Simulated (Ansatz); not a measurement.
An Ansatz (a program for electronic structure) run. Input:

Ansatz 0.2 input:
```yaml
crystal:
  lattice:
    - [4.6980309423, 0.0, 0.0]
    - [0.0, 4.6980309423, 0.0]
    - [0.0, 0.0, 3.0926670769]
  atoms:
    - { symbol: Mg, position: [0.0, 0.0, 0.0] }
    - { symbol: Mg, position: [0.5, 0.5, 0.5] }
    - { symbol: F, position: [0.303570929, 0.303570929, 0.0] }
    - { symbol: F, position: [0.196429071, 0.803570929, 0.5] }
    - { symbol: F, position: [0.696429071, 0.696429071, 0.0] }
    - { symbol: F, position: [0.803570929, 0.196429071, 0.5] }
kpoints:
  mp_grid: { grid: [6, 6, 9] }
basis: { xc_grid: 2 }
hamiltonian:
  xc: pbe
  pseudopotentials: { kind: paw }
scf:
  occupations: { method: fixed }
checkpoint: { read: static.run }
output: { bader: true, populations: true }
```

Output (shortened):

```
Pseudopotentials: kind: paw
Pseudopotential: Mg, paw, valence charge 10
Pseudopotential: F, paw, valence charge 7
Functional definition: PBE
Crystal: 6 atoms, lattice volume = 68.260 Å³
Basis set: ecut = 420 eV, 1315 PW (Γ), exchange–correlation on 64×64×48 points (8 copies of the dense FFT grid, shifted against one another)
Bands: 30, of which v1, the nominal top of the filled ones, is band 24 counted from 1 (23 counted from 0)
Symmetry: 16 space group operations
Space group: P42/mnm (ITA 136), of the structure as read, at distance tolerance 4.1e-5 Å
k-points: 50 of 324
Initial density: read from a saved state, or passed on in memory by an earlier SCF of this step, an earlier step, the calling program or the single point that …
Stability of the state it starts from, as read at its close in the unpolarized treatment …
Initial wavefunctions: pseudopotential atomic-orbital guess
Eigensolver: davidson
Functional: x = pbe(κ = 0.804, μ = 0.2195149727645171), c = pbe(β = 0.06672455060314922)
iter 1 solved again at ethr=9.89e-9 eV; its pass at ethr=3.10e-3 eV (dr2=4.75e-6 eV) is discarded
SCF iter   1: F=—  HF=-7091.110407 eV  |F-HF|=—  |Δ(HF+E_count)|=         —  Δρ=3.30e-7  dr2=4.74e-11  ethr=9.89e-9  ⟨swp⟩=3.5  Hψ=10184  notcnv=0  defer=198
all-band conjugate gradients solve this SCF's bands
preconditioner: auto → Resta (q_TF=auto, 2.573 Å⁻¹)
SCF iter   2: F=-7091.110407 eV  HF=-7091.110407 eV  |F-HF|=4.09e-11  |Δ(HF+E_count)|=   7.23e-9  Δρ=3.69e-7  dr2=4.98e-11  ethr=1.00e-12  ⟨swp⟩=9.0  Hψ=6518  notcnv=0
SCF 1 converged in 2 iterations: F = -7091.110407 eV  dr2 = 4.98e-11
SCF converged after 2 iterations
Free energy (F): -7091.110407 eV
Harris-Foulkes:  -7091.110407 eV  (|F-HF|=4.09e-11)
Internal energy: -7091.110407 eV  (E = F + TS)
E sigma→0 (E₀):  -7091.110407 eV
Fermi energy:    2.013780 eV
--- Per-component energies (eV) ---
  E_band       = -839.078098
  E_kinetic    = 985.196667
  E_local      = -5388.713762  (includes V_loc(G=0)·N_el)
  E_nonlocal   = 483.613851
  E_hartree    = 1944.961360
  E_xc         = -380.242168
  E_vxc        = -487.834379  (∫ρ·V_xc dr)
  E_paw        = -1387.945111  (= ΣΔE_a)
  E_vpaw       = -321.271971  (= ΣTr[D̂ρ^β])
  E_aug_tail   = 0.008441  (compensation charges beyond the density's cutoff)
  E_ewald      = -3347.989686
  E_smearing   =  0.000000  (= −TS)
  E_closure    = 0.000000  (closes the sum)
  Σ components = -7091.110407   (vs F -7091.110407, Δ=0.00e0)
  [band-id]    e_kinetic+e_local+e_nonlocal+2·e_hartree+e_vxc+e_vpaw+e_augmentation_tail = -839.078433   (vs E_band -839.078098, Δ=-3.34e-4)
--- Band table (eV; the first three rows and the last of 50) ---
  k-point 0: bands = ["-69.0063", "-69.0056", "-35.7820", "-35.7820", "-35.7580", "-35.7580", "-35.7532", "-35.7504", "-18.5629", "-17.8184", "-17.8184", "-17.7640", "-1.8790", "-0.3014", "0.0324", "0.0324", "0.2112", "0.2268", "0.8506", "0.8506", "1.3001", "1.7016", "1.7016", "2.0138", "8.8492", "14.0115", "14.0115", "15.4828", "16.1561", "17.3518"]
  k-point 1: bands = ["-69.0060", "-69.0054", "-35.7808", "-35.7808", "-35.7579", "-35.7579", "-35.7575", "-35.7549", "-18.5215", "-17.8118", "-17.8118", "-17.7683", "-1.8050", "-0.2234", "0.0700", "0.0700", "0.0975", "0.1854", "0.7447", "0.7447", "1.0760", "1.6638", "1.6638", "1.9590", "9.2123", "14.2836", "14.2836", "15.6363", "16.1837", "17.2932"]
  k-point 2: bands = ["-69.0054", "-69.0049", "-35.7779", "-35.7779", "-35.7682", "-35.7662", "-35.7577", "-35.7577", "-18.4072", "-17.7951", "-17.7951", "-17.7880", "-1.5975", "-0.1607", "0.0010", "0.0430", "0.1488", "0.1488", "0.5205", "0.5205", "0.5683", "1.5550", "1.5550", "1.7942", "10.1553", "14.9974", "14.9974", "15.7994", "16.2836", "17.1514"]
  k-point 49: bands = ["-69.0041", "-69.0041", "-35.7878", "-35.7878", "-35.7720", "-35.7720", "-35.7578", "-35.7578", "-17.9647", "-17.9647", "-17.8008", "-17.8008", "-1.5417", "-1.5417", "-0.8034", "-0.8034", "0.6011", "0.6011", "0.6736", "0.6736", "1.4428", "1.4428", "1.5443", "1.5443", "14.7841", "14.7841", "14.9716", "14.9716", "16.4780", "16.4780"]
  band table: 30 of 30 bands, residual norms ≤ 1.0e-3 eV
--- Löwdin populations: 6 sites ---
  site symbol       q [e]
     0     Mg      8.3431
     1     Mg      8.3431
     2      F      7.7787
     3      F      7.7787
     4      F      7.7787
     5      F      7.7787
  spilling = 0.004149 (of n_electrons = 48.000000)
--- Bader charges: 6 sites ---
  site symbol  charge [e]  shift [e]
     0     Mg      1.7782     0.0051
     1     Mg      1.7782     0.0051
     2      F     -0.8891     0.0025
     3      F     -0.8891     0.0025
     4      F     -0.8891     0.0025
     5      F     -0.8891     0.0025
  shift: an alarm, by how much a part of what the PAW files miss would move the charge. Where it is large, compare
  with a run on PAW files of another source; a small one proves nothing
  estimated error of the sums over rays = 1.1e-4 e
```

Cost: around 50 core-seconds (rough) on shared cores.

Space group P4_2/mnm (rutile). The PBE relaxation kept the symmetry of its start.

Potentials: the later of the program's two PAW sets.

Ansatz is a plane-wave DFT program.
